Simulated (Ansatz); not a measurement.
## DFT+U series on NiTe2 (P-3m1)

Geometry: a structure as deposited in COD (the entry's cell lengths or inner coordinates differ somewhat from later room-temperature determinations); nothing is relaxed.

Settings: PBEsol, 9×9×6 k mesh, Fermi–Dirac smearing of 0.05 eV. PAW means Ansatz 0.2.0 on its default frozen-core files; LAPW is all-electron LAPW in Ansatz 0.2.0. Site moments are integrated in spheres about the atoms, whose radii differ between the methods.

The reference run was typed so:

```yaml
crystal:
  lattice:
    - [3.861, 0.0, 0.0]
    - [-1.9305, 3.343724084, 0.0]
    - [0.0, 0.0, 5.297]
  atoms:
    - { symbol: Ni, position: [0.0, 0.0, 0.0], spin: 1.5 }
    - { symbol: Te, position: [0.3333333333, 0.6666666667, 0.25] }
    - { symbol: Te, position: [0.6666666667, 0.3333333333, 0.75] }
magnetization:
  spin_polarized: true
kpoints:
  mp_grid: { grid: [9, 9, 6] }
scf:
  occupations: { method: fermi_dirac, width: 0.05 }
hamiltonian:
  xc: pbesol
  pseudopotentials: { kind: paw }
output:
  forces: true
  stress: true
  eigenvalues: true
  hubbard: { sites: [{ species: Ni, l: d }] }
  populations: true
  write_density: true
  write_potential: true
  elf: true
  volumetric_format: npy
```

Command: `ansatz run input.yaml --threads 2 --pin off --max-ram 6144MiB --backend cpu --events-out ev --progress --plain --runs-dir out`

The input for «U = 4 eV on Ni d» by LAPW differs from it in these lines, output keys apart:

```diff
-  pseudopotentials: { kind: paw }
+  pseudopotentials: { kind: all_electron, lapw: { basis_error: 0.001 } }
+  hubbard: { sites: [{ species: Ni, l: d, u_eff: 4 }] }
```

U is Dudarev's effective value on Löwdin-orthogonalised free-atom orbitals with fully localised double counting, unless a row says otherwise (a row with U and J takes Liechtenstein's form); the search for lower states is left at its default. Gaps are Kohn–Sham gaps on the k mesh over both spins.

Without U, PAW counts the shell on its file's own orbitals, so that entry can be offset from the others.

| run | largest site moment PAW (μB) | largest site moment LAPW (μB) | gap PAW (eV) | gap LAPW (eV) | Ni d electrons PAW | electrons LAPW | P PAW (GPa) | P LAPW (GPa) |
| --- | --- | --- | --- | --- | --- | --- | --- | --- |
| no U | 0.00 | 0.00 | metal | metal | 8.91 | 8.86 | -3.2 | -3.2 |
| U = 2 eV on Ni d | 0.00 | – | metal | – | 8.92 | – | -3.4 | – |
| U = 4 eV on Ni d | 0.00 | 0.00 | metal | metal | 8.97 | 8.97 | -3.5 | -3.5 |
| U = 6 eV on Ni d | 0.43 | 0.44 | metal | metal | 8.98 | 8.98 | -2.8 | -2.8 |
| U = 4 eV on Ni d, around-mean-field double counting | 0.00 | 0.04 | metal | metal | 8.81 | 8.81 | -2.5 | -2.5 |

**Question.** Give the eigenvalues of the occupation matrix of Ni1 d for «U = 4 eV on Ni d» by PAW.

**Answer.** Majority spin: 0.79, 0.79, 0.97, 0.97, 0.97. Minority spin: 0.79, 0.79, 0.97, 0.97, 0.97.

The PAW files were made with PBE; the program remakes their cores once for the run's functional and then keeps them frozen. Spin–orbit coupling is left out although heavy atoms are present. These are results for the start and cell typed. The real compound can order otherwise, in a larger cell, or not at all, since semilocal functionals at zero temperature often overstate magnetism.
